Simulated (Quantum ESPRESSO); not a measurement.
# Al2GeZnO6: finding a planted mistake in a log

Computed values, not a measurement. The program is pw.x of Quantum ESPRESSO 7.5 (plane-wave density functional theory). The cell is made up: 10 atoms on a corundum lattice, with randomly drawn elements, strain and displacements, not relaxed. PseudoDojo standard norm-conserving files (v0.5 for PBE, v0.4.1 for LDA and PBEsol) set the functional; there is no spin polarisation, spin-orbit coupling or dispersion term, and the masses in the input are unused placeholders.

Intended input:

```
&control calculation='scf', pseudo_dir='./dojo.nc.sr.pbe.v0_5.standard.upf', outdir='./o', disk_io='medium', tprnfor=.true., tstress=.true. /
&system ibrav=0, nat=10, ntyp=4, nbnd=44, ecutwfc=84.00895049, nosym=.true., tot_charge=0,
 occupations='smearing', smearing='fd', degauss=0.0018374661
/
&electrons conv_thr=7.350e-09, electron_maxstep=60, /
ATOMIC_SPECIES
Al 1.0 Al.upf
Ge 1.0 Ge.upf
O 1.0 O.upf
Zn 1.0 Zn.upf
CELL_PARAMETERS angstrom
2.431 1.4036 4.4064
-2.431 1.4036 4.4064
0.0 -2.8071 4.4064
ATOMIC_POSITIONS angstrom
Al -0.142 -0.0491 4.6267
Al 0.0196 -0.0124 1.9665
Ge -0.0472 -0.0843 8.3726
Zn 0.0504 -0.051 11.2515
O -0.8095 1.4373 7.7117
O -0.8627 -1.4954 7.6225
O 1.6471 0.0689 7.6123
O 0.933 -1.2015 5.4715
O 0.7708 1.6641 5.4157
O -1.6595 -0.1869 5.6062
K_POINTS automatic
5 5 5 1 1 1
```

The log is shortened where brackets say so; the opening notice, blank lines, dates and the lines on written files are dropped, and the path of the files is cut. It prints rydbergs, bohrs and kilobars, and counts compression as positive stress. Where no state is partly filled, the Fermi energy that it prints is only some level between the filled and the empty states on the mesh, and need not lie in the true gap.

Log of the intended run:

```
     Program PWSCF v.7.5
     Parallel version (MPI & OpenMP), running on       1 processor cores
     Number of MPI processes:                 1
     Threads/MPI process:                     1
     [start-up lines left out]
     bravais-lattice index     =            0
     lattice parameter (alat)  =       9.8730  a.u.
     unit-cell volume          =     608.7651 (a.u.)^3
     number of atoms/cell      =           10
     number of atomic types    =            4
     number of electrons       =        76.00
     number of Kohn-Sham states=           44
     kinetic-energy cutoff     =      84.0090  Ry
     charge density cutoff     =     336.0358  Ry
     scf convergence threshold =      7.3E-09
     mixing beta               =       0.7000
     number of iterations used =            8  plain     mixing
     Exchange-correlation= PBE
                           (   1   4   3   4   0   0   0)
     [axes and pseudopotential details left out]
   Cartesian axes
     site n.     atom                  positions (alat units)
         1        Al     tau(   1) = (  -0.0271792  -0.0093979   0.8855644  )
         2        Al     tau(   2) = (   0.0037515  -0.0023734   0.3763940  )
         3        Ge     tau(   3) = (  -0.0090342  -0.0161353   1.6025409  )
         4        Zn     tau(   4) = (   0.0096467  -0.0097616   2.1535711  )
         5        O      tau(   5) = (  -0.1549407   0.2751036   1.4760427  )
         6        O      tau(   6) = (  -0.1651234  -0.2862241   1.4589695  )
         7        O      tau(   7) = (   0.3152599   0.0131877   1.4570172  )
         8        O      tau(   8) = (   0.1785790  -0.2299707   1.0472616  )
         9        O      tau(   9) = (   0.1475334   0.3185138   1.0365813  )
        10        O      tau(  10) = (  -0.3176333  -0.0357732   1.0730436  )
     number of k points=    63  Fermi-Dirac smearing, width (Ry)=  0.0018
                       cart. coord. in units 2pi/alat
        k(    1) = (   0.0000000   0.0000000   0.1185679), wk =   0.0320000
        k(    2) = (   0.0000000  -0.2481572   0.1976151), wk =   0.0320000
     [further k points left out]
     Dense  grid:    63355 G-vectors     FFT dimensions: (  60,  60,  60)
     Estimated max dynamical RAM per process >      98.01 MB
     Initial potential from superposition of free atoms
     starting charge      75.9941, renormalised to      76.0000
     Starting wfcs are   51 randomized atomic wfcs
     total cpu time spent up to now is       10.5 secs
     per-process dynamical memory:    77.6 Mb
     Self-consistent Calculation
     iteration #  1     ecut=    84.01 Ry     beta= 0.70
     Davidson diagonalization with overlap
     ethr =  1.00E-02,  avg # of iterations =  3.0
     total cpu time spent up to now is       42.1 secs
     total energy              =    -803.90906306 Ry
     estimated scf accuracy    <       2.14534785 Ry
     iteration #  2     ecut=    84.01 Ry     beta= 0.70
     Davidson diagonalization with overlap
     ethr =  2.82E-03,  avg # of iterations =  2.1
     total cpu time spent up to now is       69.3 secs
     total energy              =    -804.53288253 Ry
     estimated scf accuracy    <       1.72059935 Ry
     [iterations 3 to 9 left out]
     iteration # 10     ecut=    84.01 Ry     beta= 0.70
     Davidson diagonalization with overlap
     ethr =  8.30E-10,  avg # of iterations =  2.0
     total cpu time spent up to now is      285.3 secs
     total energy              =    -804.85169219 Ry
     estimated scf accuracy    <       0.00000009 Ry
     iteration # 11     ecut=    84.01 Ry     beta= 0.70
     Davidson diagonalization with overlap
     ethr =  1.20E-10,  avg # of iterations =  2.0
     total cpu time spent up to now is      312.9 secs
     End of self-consistent calculation
     [lines on levels left out]
     the Fermi energy is    12.2019 ev
!    total energy              =    -804.85169221 Ry
     estimated scf accuracy    <          6.0E-09 Ry
     smearing contrib. (-TS)   =       0.00000000 Ry
     internal energy E=F+TS    =    -804.85169221 Ry
     The total energy is F=E-TS. E is the sum of the following terms:
     one-electron contribution =    -496.70979089 Ry
     hartree contribution      =     299.36910850 Ry
     xc contribution           =    -144.40549353 Ry
     ewald contribution        =    -463.10551629 Ry
     convergence has been achieved in  11 iterations
     Forces acting on atoms (cartesian axes, Ry/au):
     atom    1 type  1   force =     0.03603693    0.02470044    0.03705744
     atom    2 type  1   force =     0.00426993    0.00254161   -0.07134345
     atom    3 type  2   force =     0.01862568    0.04906004    0.10163850
     atom    4 type  4   force =    -0.13892768    0.03047209   -0.07189817
     atom    5 type  3   force =    -0.15120954   -0.10873519    0.03282471
     atom    6 type  3   force =     0.26436056   -0.06727707    0.13915584
     atom    7 type  3   force =    -0.02983928    0.13830274    0.06015629
     atom    8 type  3   force =    -0.04791354   -0.09995883   -0.03844637
     atom    9 type  3   force =     0.00082867   -0.13053949   -0.09204325
     atom   10 type  3   force =     0.04376827    0.16143366   -0.09710156
     Total force =     0.526063     Total SCF correction =     0.000178
     Computing stress (Cartesian axis) and pressure
          total   stress  (Ry/bohr**3)                   (kbar)     P=      188.37
   0.00143807   0.00016900   0.00012431          211.55       24.86       18.29
   0.00016900   0.00119949  -0.00011504           24.86      176.45      -16.92
   0.00012431  -0.00011504   0.00120389           18.29      -16.92      177.10
     init_run     :     10.27s CPU     10.40s WALL (       1 calls)
     electrons    :    292.07s CPU    302.47s WALL (       1 calls)
     forces       :      5.36s CPU      5.52s WALL (       1 calls)
     stress       :     18.45s CPU     18.80s WALL (       1 calls)
     [timing details left out]
     PWSCF        :   5m26.34s CPU   5m37.60s WALL
     JOB DONE.
```

A second run was made from an input with one planted mistake. Its log:

```
     Program PWSCF v.7.5
     Parallel version (MPI & OpenMP), running on       4 processor cores
     Number of MPI processes:                 4
     Threads/MPI process:                     1
     [start-up lines left out]
     bravais-lattice index     =            0
     lattice parameter (alat)  =       9.8730  a.u.
     unit-cell volume          =     608.7651 (a.u.)^3
     number of atoms/cell      =           10
     number of atomic types    =            4
     number of electrons       =        76.00
     number of Kohn-Sham states=           44
     kinetic-energy cutoff     =      84.0090  Ry
     charge density cutoff     =     336.0358  Ry
     scf convergence threshold =      7.3E-09
     mixing beta               =       0.7000
     number of iterations used =            8  plain     mixing
     Exchange-correlation= PBE
                           (   1   4   3   4   0   0   0)
     [axes and pseudopotential details left out]
   Cartesian axes
     site n.     atom                  positions (alat units)
         1        Ge     tau(   1) = (  -0.0271792  -0.0093979   0.8855644  )
         2        Al     tau(   2) = (   0.0037515  -0.0023734   0.3763940  )
         3        Al     tau(   3) = (  -0.0090342  -0.0161353   1.6025409  )
         4        Zn     tau(   4) = (   0.0096467  -0.0097616   2.1535711  )
         5        O      tau(   5) = (  -0.1549407   0.2751036   1.4760427  )
         6        O      tau(   6) = (  -0.1651234  -0.2862241   1.4589695  )
         7        O      tau(   7) = (   0.3152599   0.0131877   1.4570172  )
         8        O      tau(   8) = (   0.1785790  -0.2299707   1.0472616  )
         9        O      tau(   9) = (   0.1475334   0.3185138   1.0365813  )
        10        O      tau(  10) = (  -0.3176333  -0.0357732   1.0730436  )
     number of k points=    63  Fermi-Dirac smearing, width (Ry)=  0.0018
                       cart. coord. in units 2pi/alat
        k(    1) = (   0.0000000   0.0000000   0.1185679), wk =   0.0320000
        k(    2) = (   0.0000000  -0.2481572   0.1976151), wk =   0.0320000
     [further k points left out]
     Dense  grid:    63355 G-vectors     FFT dimensions: (  60,  60,  60)
     Estimated max dynamical RAM per process >     183.04 MB
     Estimated total dynamical RAM >     685.77 MB
     Initial potential from superposition of free atoms
     starting charge      75.9941, renormalised to      76.0000
     Starting wfcs are   51 randomized atomic wfcs
     total cpu time spent up to now is        4.5 secs
     per-process dynamical memory:   147.2 Mb
     Self-consistent Calculation
     iteration #  1     ecut=    84.01 Ry     beta= 0.70
     Davidson diagonalization with overlap
     ethr =  1.00E-02,  avg # of iterations =  3.0
     total cpu time spent up to now is       14.4 secs
     total energy              =    -803.92204395 Ry
     estimated scf accuracy    <       2.13480015 Ry
     iteration #  2     ecut=    84.01 Ry     beta= 0.70
     Davidson diagonalization with overlap
     ethr =  2.81E-03,  avg # of iterations =  2.1
     total cpu time spent up to now is       24.4 secs
     total energy              =    -804.53540827 Ry
     estimated scf accuracy    <       1.79220837 Ry
     [iterations 3 to 10 left out]
     iteration # 11     ecut=    84.01 Ry     beta= 0.70
     Davidson diagonalization with overlap
     ethr =  1.61E-10,  avg # of iterations =  2.0
     total cpu time spent up to now is      130.7 secs
     total energy              =    -804.86895318 Ry
     estimated scf accuracy    <          8.5E-09 Ry
     iteration # 12     ecut=    84.01 Ry     beta= 0.70
     Davidson diagonalization with overlap
     ethr =  1.12E-11,  avg # of iterations =  2.7
     total cpu time spent up to now is      139.8 secs
     End of self-consistent calculation
     [lines on levels left out]
     the Fermi energy is    12.0762 ev
!    total energy              =    -804.86895318 Ry
     estimated scf accuracy    <          2.1E-09 Ry
     smearing contrib. (-TS)   =       0.00000000 Ry
     internal energy E=F+TS    =    -804.86895318 Ry
     The total energy is F=E-TS. E is the sum of the following terms:
     one-electron contribution =    -476.44198731 Ry
     hartree contribution      =     289.19215823 Ry
     xc contribution           =    -144.38196504 Ry
     ewald contribution        =    -473.23715907 Ry
     convergence has been achieved in  12 iterations
     Forces acting on atoms (cartesian axes, Ry/au):
     atom    1 type  2   force =     0.05406078    0.04310963    0.00907821
     atom    2 type  1   force =    -0.00640947    0.01030728   -0.02979160
     atom    3 type  1   force =     0.01277891    0.03351408    0.06144078
     atom    4 type  4   force =    -0.13690128    0.01910749   -0.04836513
     atom    5 type  3   force =    -0.15165753   -0.11462931    0.02686691
     atom    6 type  3   force =     0.26608903   -0.05364016    0.13566287
     atom    7 type  3   force =    -0.03011073    0.13779008    0.05507997
     atom    8 type  3   force =    -0.04227553   -0.09921054   -0.02738911
     atom    9 type  3   force =     0.00238142   -0.12247291   -0.08896878
     atom   10 type  3   force =     0.03204440    0.14612436   -0.09361410
     Total force =     0.500722     Total SCF correction =     0.000077
     Computing stress (Cartesian axis) and pressure
          total   stress  (Ry/bohr**3)                   (kbar)     P=      187.19
   0.00142514   0.00010876   0.00004150          209.64       16.00        6.11
   0.00010876   0.00112478  -0.00017455           16.00      165.46      -25.68
   0.00004150  -0.00017455   0.00126757            6.11      -25.68      186.47
     init_run     :      3.60s CPU      3.75s WALL (       1 calls)
     electrons    :    133.46s CPU    135.35s WALL (       1 calls)
     forces       :      1.67s CPU      1.68s WALL (       1 calls)
     stress       :      5.26s CPU      5.27s WALL (       1 calls)
     [timing details left out]
     PWSCF        :   2m24.77s CPU   2m26.88s WALL
     JOB DONE.
```

Question: what was wrong in the second input?

Answer: two atoms have their elements exchanged. The input lines that differ, file-writing options aside:

```
- Al -0.142 -0.0491 4.6267
+ Ge -0.142 -0.0491 4.6267
- Ge -0.0472 -0.0843 8.3726
+ Al -0.0472 -0.0843 8.3726
```

|  | intended run | run with the mistake |
| --- | --- | --- |
| free energy (eV) | -10950.565 | -10950.800 |
| smearing term -TS (eV) | 0.0000 | 0.0000 |
| pressure (GPa) | 18.84 | 18.72 |
| largest force component (eV/Å) | 6.797 | 6.841 |
| largest change of a force component (eV/Å) |  | 1.068 |
| iterations | 11 | 12 |

For scale, a rerun of the intended cell at a cutoff of 1437 eV and k mesh 7 x 7 x 7 moved values by no more than 0.003 eV in energy, 0.04 GPa in stress and 0.002 eV/Å in force.